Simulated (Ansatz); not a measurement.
Given:

Al₂Ru:
```cif
data_Al16Ru8
_chemical_formula_sum 'Al16 Ru8'
_space_group_name_H-M_alt 'Fddd :1'
_space_group_IT_number 70
_space_group_name_Hall 'F 2 2 -1d'
_cell_length_a 4.70135
_cell_length_b 7.97559
_cell_length_c 8.76983
_cell_angle_alpha 90.000
_cell_angle_beta 90.000
_cell_angle_gamma 90.000
loop_
_atom_site_label
_atom_site_type_symbol
_atom_site_symmetry_multiplicity
_atom_site_Wyckoff_symbol
_atom_site_fract_x
_atom_site_fract_y
_atom_site_fract_z
_atom_site_occupancy
Al1 Al 16 f 0.00000 0.17107 0.00000 1
Ru1 Ru 8 b 0.50000 0.50000 0.50000 1
```
(The calculation used a cell of 6 atoms; values per cell refer to that cell.)

This is the PBEsol-relaxed structure.

Task: All from PBEsol (plane waves, PAW; program Ansatz), unless another level is named. Predict the hole effective mass with spin–orbit coupling.

Result: 0.12, 0.29, 0.50 mₑ (principal values).

Task: What about the electron effective mass?

Result: 0.93, 1.8, 2.0 mₑ (principal values).

Task: And the band gap?

Result: 0.08 eV (indirect).

Task: Give the smallest direct gap on the standard path.

Result: 1.23 eV.

The first step of the workflow began from a Materials Project structure, measured or hypothetical; the Crystallography Open Database copy checked does not list it. With Al and Ru taken as one species the cell has the higher symmetry Fddd, so it may be an ordered model of a mixed-site phase. Whether it is the stable phase at ambient conditions was not checked. The PBEsol relaxation kept the symmetry of its start; phonons on a q-mesh show no instability. The run is not spin-polarised. Scalar-relativistic: spin–orbit coupling is off unless named, which matters more the heavier the elements.

Potentials: the later of the program's two PAW sets.
